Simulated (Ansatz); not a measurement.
**Br, a known structure type with other elements, at an estimated volume**

```
Br
1.0
     3.32495    2.39672    0.00000
     3.32495   -2.39672    0.00000
     0.00000    0.00000   -8.62472
Br
4
Cartesian
  3.3250 -1.8124 -7.7571
  3.3250 -0.5843 -3.4447
  3.3250 1.8124 -0.8676
  3.3250 0.5843 -5.1800
```

Level: PBE, no spin polarisation; 420 eV; 7×7×3 Γ-centred mesh; gaussian occupations (width 0.0354 eV); Ansatz 0.2.0, fixed geometry.

Problem. Where is the largest force?

Solution. The largest is on Br1 (and as large on other atoms): 5.23 eV/Å, components (0.00, 2.90, 4.36). It makes 180° with the line to a nearest neighbour, Br3 at 2.09 Å, pointing away from it.

Problem. What does the stress say?

Solution. The pressure is 9.1 GPa (compression positive), so with the atoms held at these fractions the cell would first expand; the forces are large, so a full relaxation may end otherwise. The principal stresses 1.0, 8.3, 18.0 GPa differ, so its shape would change too.

Problem. Which orbitals make up the band edges?

Solution. Within 0.7 eV of the edges, the states project mainly on Br p (99 %) below the gap and on Br p (86 %) above it.

Problem. Metal or insulator? Give the gap.

Solution. The gap is 2.68 eV, indirect (the least direct gap found is 2.73 eV).

Origin: a known structure type with other elements, at an estimated volume, so it need not be a known compound. Caveats: atoms or cell far from equilibrium.
